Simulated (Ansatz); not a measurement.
# KCl: pressure and gap against volume

A database entry relaxed whole under r2SCAN (Fm-3m):

```
K Cl
1.0
     0.00000    3.14647    3.14647
     3.14647    0.00000    3.14647
     3.14647    3.14647    0.00000
K Cl
1 1
Direct
  0.00000 0.00000 0.00000
  0.50000 0.50000 0.50000
```

The cell was scaled uniformly, its shape held, and the atoms relaxed at each volume with plane-wave PAW DFT (Ansatz 0.2.0; r2SCAN, 500 eV, 8×8×8 Γ-centred mesh, fermi-dirac occupations of width 0.020 eV; no spin, no spin-orbit coupling). One row is withheld.

| volume (Å³/atom) | energy over the lowest (meV/atom) | pressure (GPa) | gap over mesh and path (eV) |
| --- | --- | --- | --- |
| 29.282 | 7.6 | 1.38 | 6.053 |
| 29.905 | 3.2 | 0.86 | 5.974 |
| 30.528 | 0.8 | 0.41 | 5.898 |
| 31.151 | 0.0 | 0.00 | 5.825 |
| 31.774 | 0.7 | -0.36 | 5.755 |
| 32.397 | ? | ? | ? |
| 33.020 | 6.0 | -0.97 | 5.626 |

Fit the pressures of the other rows to the third-order Birch-Murnaghan form.

With f = [(V₀/V)^(2/3) − 1]/2 and P = 3B₀f(1 + 2f)^(5/2)[1 + 3(B₀′ − 4)f/2], least squares gives V₀ = 31.15 Å³ an atom, B₀ = 19.1 GPa and B₀′ = 4.9; the rows miss the fit by less than 0.01 GPa. The slope of the energies differs from these pressures by less than 0.05 GPa.

How does the gap move with volume?

A parabola in ln(V/V₀) through the other rows has the slope dE_g/d ln V = -3.5 eV at V₀, so by B₀ the gap moves by +185 meV a GPa: it widens under pressure.

What does the withheld row hold?

The fit gives -0.68 GPa at 32.397 Å³; the run gave -0.68 GPa and 2.8 meV an atom. Its gap is 5.690 eV, against 5.689 eV from the parabola.

Caveats: the shape of the cell was held; 0 K, fixed nuclei; the symmetry was kept, and this need not be the phase that is stable at 0 K; one mesh for all volumes; r2SCAN gaps lie as a rule under measured ones; the slope of the gap can be off by tens of per cent, more where shallow d levels or spin-orbit coupling act on the edges; pressure is positive in compression.
